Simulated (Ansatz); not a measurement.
Below is a relaxed structure of CsTaS2. The cell was found from a structure generator's guess, not taken from experiment.

Computed with Ansatz, DFT PBE, scalar-relativistic, plane waves, PAW. Cutoff 420 eV, Γ-centred mesh, Gaussian smearing, no spin polarisation.

```
Cs Ta S
1.0
     3.54238    0.00000    0.00000
    -1.77119    3.06779    0.00000
     0.00000    0.00000    8.26848
Cs Ta S
1 1 2
Direct
  0.33333 0.66667 0.50000
  0.66667 0.33333 0.00000
  0.00000 0.00000 0.18177
  0.00000 0.00000 0.81823
```

Energies over the elements count from the elements' standard structures at the same level, with no fitted energy shifts.

Task: Find its symmetry and describe it.

Result: P-6m2 (No. 187). Conventional cell: a = 3.542 Å, c = 8.268 Å. Around Cs lie 6 S at 3.33 Å and 6 Cs at 3.54 Å; Ta has 6 S at 2.54 Å; S is surrounded by 3 Ta at 2.54 Å, 1 S at 3.01 Å and 3 Cs at 3.33 Å.

Task: How far does it lie from the elements in energy?

Result: −1.016 eV/atom. It lies below the elements, which doesn't yet make it stable against other compounds or structures.

Task: Is it a metal?

Result: No, the gap on the 12×12×4 mesh is 0.15 eV.

The last run used a 12×12×4 mesh (in the run's order of axes) for its 4-atom cell and Gaussian smearing of 0.01 eV. Spin–orbit coupling, which can matter for Ta, is left out. Kohn–Sham gaps at this level usually fall short of measured ones. The reference form of S is held partly by dispersion forces, which this level lacks. Small gaps are read on the mesh alone, and bands can cross between its points. Symmetry constrained the relaxation, so the result can be a saddle point.
